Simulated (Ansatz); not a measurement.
The start is a generated cell, MgZn2 built in the AFLOW prototype AB2_cF12_225_a_c (C1, as in CaF2). The structure is fully relaxed (lattice and positions, P = 0) with PBEsol (plane waves to 420 eV, PAW, scalar-relativistic; Ansatz, a quantum-chemistry and plane-wave program). The first steps use a coarse 10×10×10 k-mesh.

Starting cell:
```
CELL_PARAMETERS angstrom
      0.00000     2.94367     2.94367
      2.94367     0.00000     2.94367
      2.94367     2.94367     0.00000
ATOMIC_POSITIONS crystal
  Mg 0.00000 0.00000 0.00000
  Zn 0.25000 0.25000 0.25000
  Zn 0.75000 0.75000 0.75000
```

Q: What pressure does the first self-consistent step give?

A: +8.9 GPa (positive: the cell is compressed).

Q: How much energy is released per atom?

A: 0.07 eV/atom.

Q: How does the volume change?

A: +17.1 %, from 17.00 to 19.91 Å³/atom.

Q: How do the shortest distances between atoms change?

A: The closest pairs of elements (up to four, under 3.6 Å), start → end: Mg–Zn 2.55 → 2.69 Å; Zn–Zn 2.94 → 3.10 Å.

Q: What does it relax into? Give the structure.

A: 
```cif
data_Mg4Zn8
_chemical_formula_sum 'Mg4 Zn8'
_space_group_name_H-M_alt 'Fm-3m'
_space_group_IT_number 225
_space_group_name_Hall '-F 4 2 3'
_cell_length_a 6.20503
_cell_length_b 6.20503
_cell_length_c 6.20503
_cell_angle_alpha 90.000
_cell_angle_beta 90.000
_cell_angle_gamma 90.000
loop_
_atom_site_label
_atom_site_type_symbol
_atom_site_symmetry_multiplicity
_atom_site_Wyckoff_symbol
_atom_site_fract_x
_atom_site_fract_y
_atom_site_fract_z
_atom_site_occupancy
Mg1 Mg 4 a 0.00000 0.00000 0.00000 1
Zn1 Zn 8 c 0.25000 0.25000 0.25000 1
```
(The calculation used a cell of 3 atoms; values per cell refer to that cell.)

The space group stays Fm-3m (No. 225) (the run could not lower it); the end is AFLOW prototype AB2_cF12_225_a_c (C1, as in CaF2), with 3 atoms in the primitive cell. Final values are on a 13×13×13 k-mesh of the relaxed cell. No spin polarisation in the result.

The run could not lose the symmetry of its start: the end is stationary, and may be a saddle point rather than a minimum.

All atoms sit on sites fixed by symmetry, so only the cell could relax.

The relaxed structure here is a generated cell of MgZn2: the first start was made by placing the elements on the sites of a structure type, and the end was not matched to a known phase here, so it may be hypothetical. Known forms of MgZn2 include space group No. 194.
